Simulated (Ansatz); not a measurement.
Consider the following.

ZrOs:
```xyz
2
Lattice="3.2471 0.0000 0.0000 0.0000 3.2471 0.0000 0.0000 0.0000 3.2471" Properties=species:S:1:pos:R:3 pbc="T T T"
Zr     1.6235     1.6235     1.6235
Os     0.0000     0.0000     0.0000
```

This is the PBEsol-relaxed structure.

Q: All from the program Ansatz at the PBEsol level (PAW), unless another level is named. Give the bulk modulus (Birch–Murnaghan fit).

A: 224 GPa.

Q: Predict the elastic constants (relaxed ions, GPa).

A: C11 = 390, C12 = 142, C44 = 95.8.

Q: Give the highest zone-centre frequency.

A: 186 cm^-1.

Space group Pm-3m (CsCl type). The workflow started from a Materials Project entry (that database holds measured and hypothetical structures alike); the Crystallography Open Database files this formula in space group No. 221, but the cells were not matched. Whether it is the stable phase at ambient conditions was not checked. Symmetry was held in the PBEsol relaxation; of distortions, only those at the zone centre were tested. The run is not spin-polarised. As this level gives no gap, shear constants depend on the k-mesh and smearing (Fermi–Dirac, 0.1 eV here). As this level gives no gap, phonon frequencies hold no LO–TO term and depend on the k-mesh and smearing (Fermi–Dirac, 0.1 eV here). Spin–orbit coupling is left out wherever it is not named.

Potentials: the later of the program's two PAW sets.
